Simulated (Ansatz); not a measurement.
Values for one crystal, relaxed and computed with LDA in the plane-wave PAW code Ansatz; other levels are named.

| Quantity | Result |
|---|---|
| Volume per atom | 10.10 Å³ |
| Electronic character | metallic (no gap) |
| Young's modulus | 486 GPa |
| Mechanical stability | stable (all eigenvalues of C positive) |
| Debye temperature from the elastic constants | 524 K |
| Density of states at the Fermi level | 0.53 states/eV per atom (mean over ±0.08 eV) |
| Bulk modulus (Birch–Murnaghan fit) | 405 GPa |

**Question.** Pick the material that matches.
(A) WC, rock salt
(B) Sc2C, P4/nmm (Sc on 2a, Sc on 2c, C on 2c)
(C) AlC6, P6/mmm (C on 6j, Al on 1b)
(D) Ti3AlC, anti-perovskite

**Answer.** A, WC, rock salt

Space group Fm-3m (rock salt). The workflow started from a Materials Project entry (that database holds measured and hypothetical structures alike); the Crystallography Open Database copy checked does not list it. It is not the phase usual at ambient conditions (space group No. 187). The LDA relaxation kept the symmetry of its start; its stability against distortions is not shown here. No spin polarisation was allowed. Its formation energy is positive at this level, so the cell may be metastable or incomplete. As this level gives no gap, shear constants depend on the k-mesh and smearing (Fermi–Dirac, 0.1 eV here). Scalar-relativistic: spin–orbit coupling is off unless named, which matters more the heavier the elements.

Potentials: the earlier of the program's two PAW sets. The files were generated under PBE; for other functionals the program regenerates the frozen cores, and for LDA and PBEsol the local potential too.
